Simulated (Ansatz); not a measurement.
Input and command of a plane-wave DFT calculation in Ansatz:

```yaml
crystal:
  lattice:
    - [-1.7008184, 1.7008184, 1.7008184]
    - [1.7008184, -1.7008184, 1.7008184]
    - [1.7008184, 1.7008184, -1.7008184]
  atoms:
    - { symbol: Ta, position: [0.0, 0.0, 0.0] }
basis:
  ecutwfc: 500
kpoints:
  mp_grid: { grid: [20, 20, 20] }
hamiltonian:
  xc: r2scan
scf:
  occupations: { method: gaussian, width: 0.15 }
output:
  forces: true
  stress: true
  eigenvalues: true
```

```bash
ansatz run input.yaml --threads 1 --pin off --max-ram 2560MiB --backend cpu --events-out ev --progress --plain --runs-dir out
```

Processor: Intel(R) Xeon(R) Processor @ 2.50GHz (Skylake/Cascade Lake), 1 thread, on a host shared with other jobs.

Question: How long does it run, and how much memory does it take?

Answer: About 13 s on 1 thread of Intel(R) Xeon(R) Processor @ 2.50GHz (Skylake/Cascade Lake) (shared host), peak memory 0.42 GiB. It solves 11 bands at 256 k points (the mesh reduced by symmetry) with about 531 plane waves, in 6 SCF iterations.
